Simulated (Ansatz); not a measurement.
TaS₃:
```cif
data_S18Ta6
_chemical_formula_sum 'Ta6 S18'
_space_group_name_H-M_alt 'P21/m'
_space_group_IT_number 11
_space_group_name_Hall '-P 2yb'
_cell_length_a 9.62919
_cell_length_b 3.35155
_cell_length_c 14.82866
_cell_angle_alpha 90.000
_cell_angle_beta 107.943
_cell_angle_gamma 90.000
loop_
_atom_site_label
_atom_site_type_symbol
_atom_site_symmetry_multiplicity
_atom_site_Wyckoff_symbol
_atom_site_fract_x
_atom_site_fract_y
_atom_site_fract_z
_atom_site_occupancy
Ta1 Ta 2 e 0.47745 0.75000 0.11807 1
Ta2 Ta 2 e 0.89365 0.25000 0.20246 1
Ta3 Ta 2 e 0.15914 0.75000 0.45901 1
S1 S 2 e 0.62611 0.25000 0.06416 1
S2 S 2 e 0.27439 0.25000 0.09996 1
S3 S 2 e 0.43585 0.25000 0.23314 1
S4 S 2 e 0.08600 0.25000 0.91448 1
S5 S 2 e 0.09222 0.75000 0.27713 1
S6 S 2 e 0.27041 0.25000 0.75402 1
S7 S 2 e 0.33669 0.25000 0.43172 1
S8 S 2 e 0.03933 0.75000 0.59342 1
S9 S 2 e 0.32379 0.25000 0.56852 1
```

Relaxed at zero pressure with the program Ansatz at the r²SCAN+D4 level (PAW).

The volume is lowered by 3 % and shape and atoms relax at that volume. What pressure results, and how do the axes share the change?

1.3 GPa; a -1.6 %, b -0.3 %, c -1.4 %; the energy rises by 2 meV/atom.

Give the new structure.


Space group P2₁/m (No. 11); a = 9.476 Å, b = 3.341 Å, c = 14.621 Å, α = γ = 90.00°, β = 107.43°

```tsv
atom	site	symmetry	x	y	z
Ta	2e	m	0.4753	0.7500	0.1190
Ta	2e	m	0.8960	0.2500	0.2019
Ta	2e	m	0.1626	0.7500	0.4592
S	2e	m	0.6273	0.2500	0.0644
S	2e	m	0.2696	0.2500	0.1008
S	2e	m	0.4333	0.2500	0.2356
S	2e	m	0.0830	0.2500	0.9170
S	2e	m	0.0974	0.7500	0.2756
S	2e	m	0.2701	0.2500	0.7531
S	2e	m	0.3427	0.2500	0.4316
S	2e	m	0.0382	0.7500	0.5943
S	2e	m	0.3271	0.2500	0.5701
```

The phase is kept; no other phase was compared at this pressure.

Space group P2_1/m. The first step of the workflow began from a Materials Project structure, measured or hypothetical; the Crystallography Open Database files this formula in space group No. 11, but the cells were not matched. Whether it is the stable phase at ambient conditions was not checked. Symmetry was held in the r²SCAN+D4 relaxation; whether a distortion lowers the energy is not shown. No spin polarisation was allowed. Spin–orbit coupling is left out wherever it is not named.

Potentials: the later of the program's two PAW sets.
